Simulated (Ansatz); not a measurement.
Ca2Bi:
```yaml
crystal:
  lattice:
    - [-2.42063, 2.42063, 8.47229]
    - [2.42063, -2.42063, 8.47229]
    - [2.42063, 2.42063, -8.47229]
  atoms:
    - { symbol: Ca, position: [0.67394, 0.67394, 0.00000] }
    - { symbol: Ca, position: [0.32606, 0.32606, 0.00000] }
    - { symbol: Ca, position: [0.00000, 0.50000, 0.50000] }
    - { symbol: Ca, position: [0.50000, 0.00000, 0.50000] }
    - { symbol: Bi, position: [0.13633, 0.13633, 0.00000] }
    - { symbol: Bi, position: [0.86367, 0.86367, 0.00000] }
```

Relaxed with r²SCAN. Special points in fractions of this cell's reciprocal vectors: Γ (0.000, 0.000, 0.000); X (0.000, 0.000, 0.500); P (0.250, 0.250, 0.250); N (0.000, 0.500, 0.000); M (0.500, 0.500, -0.500); S (0.270, 0.730, -0.270); S0 (-0.270, 0.270, 0.270); R (-0.041, 0.041, 0.500); G (0.500, 0.500, -0.041).

Question: List the band energies nearest the valence-band maximum at these points for plane-wave PAW r²SCAN (Ansatz code).

Answer: In eV from the valence-band maximum; about four levels below and three above (degenerate sets whole), none deeper than 8.9 eV; points with the same levels are listed once.

```
k                          below           above
-  -----------------------------  --------------
Γ        -1.37 -1.26 -0.97 -0.97  1.05 1.37 1.45
X        -2.27 -2.18 -1.78 -0.19  0.19 0.52 1.39
P  -2.37 -2.37 -2.27 -1.79 -0.15  0.15 0.84 0.84
N        -1.67 -1.40 -1.29 -0.25  1.35 1.54 1.92
M  -1.32 -1.32 -1.15 -1.15 -0.94  0.73 1.43 1.62
S        -1.60 -1.39 -1.30 -0.31  1.45 1.46 1.91
R        -2.24 -2.17 -1.76 -0.16  0.23 0.54 1.42
```

Space group I4/mmm. The workflow started from a Materials Project entry (that database holds measured and hypothetical structures alike); the Crystallography Open Database files this formula in space group No. 139, but the cells were not matched. Whether it is the stable phase at ambient conditions was not checked. Symmetry was held in the r²SCAN relaxation; whether a distortion lowers the energy is not shown. Spin–orbit coupling is left out wherever it is not named.

Potentials: the later of the program's two PAW sets.
